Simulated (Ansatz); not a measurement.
**RbVF3 (Pm-3m): one cell, several electronic states**

Computed with Ansatz (plane waves, PAW): r²SCAN+U, U_eff = 2.0 eV (Dudarev form) on V d, fully localised double counting, scalar-relativistic datasets, 500 eV, PAW set soft_2 (made for PBE), 5×5×5 mesh, Gaussian smearing of 0.05 eV.

```
CELL_PARAMETERS angstrom
4.18200 0.00000 0.00000
0.00000 4.18200 0.00000
0.00000 0.00000 4.18200
ATOMIC_POSITIONS crystal
Rb 0.00000 0.00000 0.00000
V 0.50000 0.50000 0.50000
F 0.50000 0.50000 0.00000
F 0.00000 0.50000 0.50000
F 0.50000 0.00000 0.50000
```

The structure is that of a cell as deposited in COD, unrelaxed.

Cell and atoms stay fixed, and the cell was started in 11 ways, without spin–orbit coupling. The starts were built for 3 d electrons on V, a formal count that the converged states needn't keep. Starting moments of the plain starts: V2 3.00 μB (atoms counted from 1).

Energies count from the lowest free state found; constrained states (a lock kept on the moments, or spin off) can lie above or below free ones. A natural orbital (eigenvector of a shell's occupation matrix) is counted as filled above 0.75 (0.9 in a metal) and as partly filled from 0.35 up to that; ↑ and ↓ are the spin channels.

| state | reached from | ΔE (meV/atom) | gap (eV) | P (GPa) | cell spin moment (μB) | site spin moments (μB) | shell filling | Hubbard energy (eV/cell) | flags |
| --- | --- | --- | --- | --- | --- | --- | --- | --- | --- |
| 1 | random orbitals: single harmonics, high spin (draw 6); from atoms, symmetry kept, no search; from atoms, default search; 5 more | 0.0 | 3.17 | 0.9 | 3.00 | V 2.29 | V 3↑ 0↓, 3.47 e | 0.45 | – |
| 2 | random orbitals: pairs of harmonics, lower spin (2+1 electrons) (draw 8) | 229.6 | 2.37 | 0.6 | 1.00 | V 0.77 | V 2↑ 1↓, 3.49 e | 0.47 | – |
| 3 | random orbitals: single harmonics, high spin (draw 1) | 269.8 | 0.59 | 6.6 | 3.00 | V 2.33 | V 3↑ 0↓, 3.41 e | 0.41 | – |
| 4 | random orbitals: single harmonics, lower spin (2+1 electrons) (draw 4) | 278.6 | metal | 4.7 | 3.00 | V 2.32 | V 2↑(+1 partly) 0↓, 3.44 e | 0.64 | – |

The lowest free state (state 1) has 3 d electrons in filled orbitals, 3 of them unpaired, the high-spin filling, a gap of 3.17 eV and a whole-number cell moment of 3 μB, as a collinear insulator must have. Its natural occupations are V2 spin up: 0.10 0.10 1.00 1.00 1.00; V2 spin down: 0.03 0.03 0.03 0.09 0.09. Since all bands are wholly filled or empty, the fractional occupations (0.09, 0.10) come from mixing of the shell with the neighbours' orbitals (covalency), not from partly filled bands. The Hubbard potential on a natural orbital is U(½ − λ), so on V2 an orbital at λ = 1.00 is pushed 1.8 eV below one at λ = 0.10 of the same spin (U × 0.90). The gap is 3.17 eV; other splittings, such as the crystal field's, add to the Hubbard shift.

State 2 lies 229.6 meV/atom higher, or 1.15 eV per cell. It has 3 filled d spin orbitals, 1 more of one spin than of the other, a gap of 2.37 eV and a whole-number cell moment of 1 μB, as a collinear insulator must have; natural occupations V2 spin up: 0.04 0.09 0.10 1.00 1.00; V2 spin down: 0.04 0.04 0.09 0.10 1.00. On V2, N↑ − N↓ is 0.97 in size in state 2 against 2.91 in state 1: with fewer parallel spins, state 2 lacks part of the exchange energy behind Hund's first rule. With J = 0 the Hubbard energy is (U/2) Σ λ(1 − λ), a penalty on fractional natural occupations. The sums Σ λ(1 − λ) over the cell's shells are 0.45 for state 1 and 0.47 for state 2, which at U/2 = 1.00 eV give 0.45 and 0.47 eV per cell. The two differ by 0.01 eV, within U times the program's tolerance on the occupations (0.01), so the Hubbard term itself makes little of the difference of 1.15 eV per cell, though U shapes both states.

State 4 lies 278.6 meV/atom higher, or 1.39 eV per cell. It has no gap on the mesh (a metal), yet a whole-number cell moment of 3 μB, as a half-metal would have; natural occupations V2 spin up: 0.11 0.20 0.86 1.00 1.00; V2 spin down: 0.03 0.03 0.04 0.08 0.09. State 4 spreads its shell electrons over partly filled bands where state 1 fills whole orbitals. Its Hubbard energy is 0.64 eV per cell, against 0.45 eV in state 1. Of the difference of 1.39 eV per cell, the Hubbard term gives 0.19 eV and all other terms 1.21 eV, so the Hubbard term itself makes little of it, though U shapes both states.

With one V ion in the cell, V moments can't oppose each other.

The lowest state found needn't be the ground state of this level of theory. For metallic states the mesh is coarse, so energy differences carry some meV/atom. U is one value of a scan, not fitted to this compound, so the states needn't resemble the real material's. Gaps are Kohn–Sham gaps over the k-mesh alone and may be smaller between its points. Site moments are integrated in small spheres and here fall short of the shell's N↑ − N↓.
